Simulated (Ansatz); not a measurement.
Li3Pb: computed property card

Li3Pb:
```cif
data_Li12Pb4
_chemical_formula_sum 'Pb4 Li12'
_space_group_name_H-M_alt 'Fm-3m'
_space_group_IT_number 225
_space_group_name_Hall '-F 4 2 3'
_cell_length_a 6.49033
_cell_length_b 6.49033
_cell_length_c 6.49033
_cell_angle_alpha 90.000
_cell_angle_beta 90.000
_cell_angle_gamma 90.000
loop_
_atom_site_label
_atom_site_type_symbol
_atom_site_symmetry_multiplicity
_atom_site_Wyckoff_symbol
_atom_site_fract_x
_atom_site_fract_y
_atom_site_fract_z
_atom_site_occupancy
Pb1 Pb 4 a 0.00000 0.00000 0.00000 1
Li1 Li 4 b 0.50000 0.50000 0.50000 1
Li2 Li 8 c 0.25000 0.25000 0.25000 1
```
(The calculation used a cell of 4 atoms; values per cell refer to that cell.)

Space group Fm-3m (No. 225); conventional cell a = b = c = 6.490 Å, α = β = γ = 90.00°.

Method: DFT-LDA in the program Ansatz with PAW potentials. Structure relaxed to zero pressure with the same functional. Other levels are named where they apply.

Cell and energy:

```yaml
volume_per_atom: 17.09 Å³
density: 5.54 g/cm³
Formation energy from the elements (no fitted shifts): -0.39 eV/atom
```

Electronic structure:

```yaml
electronic_character: metallic (no gap)
Density of states at the Fermi level: 0.31 states/eV per atom (mean over ±0.08 eV)
```

Mechanics:

```yaml
Bulk modulus (Birch–Murnaghan fit): 30.9 GPa
Pressure derivative B′: 3.9
Elastic constants (relaxed ions, GPa): C11 = 41.2, C12 = 25.3, C44 = 37.1
mechanical_stability: stable (all eigenvalues of C positive)
hill_bulk_and_shear_moduli: 30.6 and 20.2 GPa
Young's modulus: 49.7 GPa
Poisson's ratio: 0.23
debye_temperature_from_the_elastic_constants: 245 K
```

Phonons:

```yaml
highest_zone_centre_frequency: 356 cm⁻¹
zone_centre_stability: no imaginary mode at Γ
```

The workflow started from an entry of the Crystallography Open Database (COD). Its standing as an ambient phase is unchecked. Symmetry was held in the LDA relaxation. As this level gives no gap, shear constants depend on the k-mesh and smearing (Fermi–Dirac, 0.1 eV here). As this level gives no gap, phonon frequencies hold no LO–TO term and depend on the k-mesh and smearing (Fermi–Dirac, 0.1 eV here). The references are the lowest solids computed at this level, not always the standard phases. Scalar-relativistic: spin–orbit coupling is off unless named, which matters more the heavier the elements.

Potentials: the later of the program's two PAW sets.
